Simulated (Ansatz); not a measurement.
SiGe (CsCl type, Pm-3m) at seven volumes, PBEsol in the plane-wave PAW code Ansatz, scaled uniformly. One row is withheld.

```json
[
 {"V (Å³/atom)": "14.870", "P (GPa)": "10.09"},
 {"V (Å³/atom)": "15.361", "P (GPa)": "6.19"},
 {"V (Å³/atom)": "15.851", "P (GPa)": "2.85"},
 {"V (Å³/atom)": "16.341", "P (GPa)": "0.00"},
 {"V (Å³/atom)": "16.831", "P (GPa)": "-2.38"},
 {"V (Å³/atom)": "17.322", "P (GPa)": "-4.28"},
 {"V (Å³/atom)": "17.812", "P (GPa)": "?"}
]
```

Problem. Fit the shown pressures and predict the withheld one.

Solution. P = (3/2)B₀(x^(7/2) − x^(5/2))[1 + (3/4)(B′ − 4)(x − 1)] with x = (V₀/V)^(2/3). Least squares on the six rows gives V₀ = 16.346 Å³/atom, B₀ = 85.4 GPa, B′ = 4.72. At V = 17.812, x = 0.9443 and P = -5.99 GPa. The run itself gave -5.92 GPa.

A made-up cell: these elements were put on the sites of a structure type; neither database checked (COD, Materials Project) lists it. Its standing as an ambient phase is unchecked. Symmetry was held in the PBEsol relaxation. At this level the phase is mechanically unstable.

Potentials: the later of the program's two PAW sets.
